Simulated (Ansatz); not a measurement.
## Zone-centre phonons of BiAs at -2.2 GPa: input and output

Method: DFT PBE, scalar-relativistic, plane waves, PAW (Ansatz 0.2.0).

Launched with:
```bash
ansatz run input.yaml --threads 1 --pin off --max-ram 1228MiB --backend cpu --events-out ev --progress --plain --runs-dir out
```

Input (bare energies are in eV):
```yaml
crystal:
  lattice:
    - [3.7376, 0.0, 0.0]
    - [0.0, 3.7376, 0.0]
    - [0.0, 0.0, 3.7376]
  atoms:
    - { symbol: Bi, position: [0.0, 0.0, 0.0] }
    - { symbol: As, position: [0.5, 0.5, 0.5] }
basis:
  ecutwfc: 420
kpoints:
  mp_grid: { grid: [12, 12, 12] }
hamiltonian:
  xc: pbe
scf:
  occupations: { method: fermi_dirac, width: 0.15 }
output:
  eigenvalues: true
phonons:
  method: dfpt
  eigenvectors: true
```

Results section of the output:
```
--- Phonons (Γ-DFPT): 2 representative perturbations + reference, on 196 of 1728 k-points (Σ response iterations 6) ---
  k mesh reduced under 8 symmetry operations, with k and −k counted as one. Each operation leaves every solved perturbation unchanged. A smaller set is not used because it would not reduce the number of displacements ...
  ASR residual: 8.328e-5 → 0.000e0 eV/Å²; symmetrization residual: 1.387e-5 eV/Å²
  ASR residual per site (eV/Å²): 7.92e-5 8.33e-5
  Γ frequencies (cm⁻¹): -53.80 -53.80 -53.80 0.00 0.00 0.00
  non-analytic LO–TO correction: not included (Born effective charges unavailable; polar crystals: no LO–TO splitting at Γ)
```

The run took 110 s on 1 thread of Arm Neoverse N1 (shared host), peak memory 0.93 GiB.

Its imaginary modes show that this cell, the ideal cubic caesium chloride prototype, isn't a minimum of the energy. In a metal, frequencies and elastic constants depend on the k mesh and the smearing, soft modes and shear constants most. Spin–orbit coupling is left out, which can shift energies with elements as heavy as these.

Negative frequencies stand for imaginary ones: the cell is unstable against these modes.